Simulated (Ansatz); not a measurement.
GaAs:
Space group F-43m (No. 216); a = 5.6028 Å, b = 5.6028 Å, c = 5.6028 Å, α = 90.00°, β = 90.00°, γ = 90.00°

```csv
atom,site,symmetry,x,y,z
As,4c,-43m,0.2500,0.2500,0.2500
Ga,4a,-43m,0.0000,0.0000,0.0000
```
(The calculation used a cell of 2 atoms; values per cell refer to that cell.)

This is the LDA-relaxed structure.

**Question.** All from LDA (plane waves, PAW; program Ansatz), unless another level is named. Estimate the Debye temperature from the elastic constants.

**Answer.** 342 K.

**Question.** Next, the elastic constants (relaxed ions, GPa)?

**Answer.** C11 = 117, C12 = 53.1, C44 = 58.6.

**Question.** What about the zero-point energy?

**Answer.** 33.7 meV/atom.

**Question.** And the vibrational entropy at 300 K?

**Answer.** 32.7 J/(K·mol of atoms).

**Question.** What about the highest zone-centre frequency (without LO–TO term)?

**Answer.** 269 cm^-1.

The cell was relaxed with LDA under the symmetry of its start; phonons on a q-mesh show no instability.

Potentials: the later of the program's two PAW sets.
